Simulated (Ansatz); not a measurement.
Values for one crystal, relaxed and computed with DFT-LDA in the program Ansatz with PAW potentials; other levels are named.

| Property | Result |
|---|---|
| Volume per atom | 11.17 Å³ |
| Electronic character | metallic (no gap) |
| Density of states at the Fermi level | 0.61 states/eV per atom (mean over ±0.08 eV) |
| Pressure derivative B′ | 4.5 |
| Zone-centre stability | no imaginary mode at Γ |
| Mechanical stability | stable (all eigenvalues of C positive) |
| Poisson's ratio | 0.43 |

### Question
Pick the material that matches.
A. VN, rock salt
B. RuBr3, P6_3/mcm (Ru on 2b, Br on 6g)
C. RuN, zinc blende
D. YN, rock salt

### Answer
C, RuN, zinc blende

Space group F-43m (zinc blende). The workflow started from a Materials Project entry (that database holds measured and hypothetical structures alike); the Crystallography Open Database copy checked does not list it. Its standing as an ambient phase is unchecked. The cell was relaxed with LDA under the symmetry of its start. No spin polarisation was allowed. With an odd number of electrons in the cell and no spin polarisation, the count alone makes it a metal. Scalar-relativistic: spin–orbit coupling is off unless named, which matters more the heavier the elements.

Potentials: the later of the program's two PAW sets.
